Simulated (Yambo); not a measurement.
Yambo run on RbBr (CsCl type, space group Pm-3m, No. 221). The wavefunctions are PBEsol (pw.x of Quantum ESPRESSO, ONCV potentials, scalar-relativistic) ones on a 4×4×4 mesh (8 occupied bands); a = b = c = 4.072 Å, α = β = γ = 90.00°.

Yambo input:

```
rim_cut
gw0
dyson
el_el_corr
HF_and_locXC
cohsex
em1s
RandQpts= 1000000
RandGvec= 1 Ry
EXXRLvcs= 46 Ry
VXCRLvcs= 184 Ry
Chimod= "HARTREE"
% BndsRnXs
 1 | 155 |
%
NGsBlkXs= 10 Ry
% LongDrXs
 1.0 | 1.0 | 1.0 |
%
ExtendOut
% QPkrange
 1 | 1 | 8 | 9 |
 6 | 6 | 8 | 8 |
%
```

k points by index: 1 = Γ, 6 = M.

Resulting energies as the program prints them:

```
#    K-point    Band    Eo [eV]    E [eV]    E-Eo [eV]    Vxc [eV]    Vnlxc [eV]    Sc|Eo [eV]    Re(Z)    Im(Z)
#
    1    8    -0.157173    -4.213094    -4.055921    -12.72837    -16.52225    -0.262040    1.000000    0.000000
    1    9    4.036483    3.750341    -0.286142    -7.806752    -3.737875    -4.355019    1.000000    0.000000
    6    8    0.000000    -4.024888    -4.024888    -12.81295    -16.57192    -0.265922    1.000000    0.000000
```
(The two width columns are left out.) Convergence of these settings isn't established.

Spin-orbit coupling is not included.

Geometry relaxed with PBEsol.

This is not the ordinary phase of the substance; no match was found in the copy of COD used, and its stability was not checked.
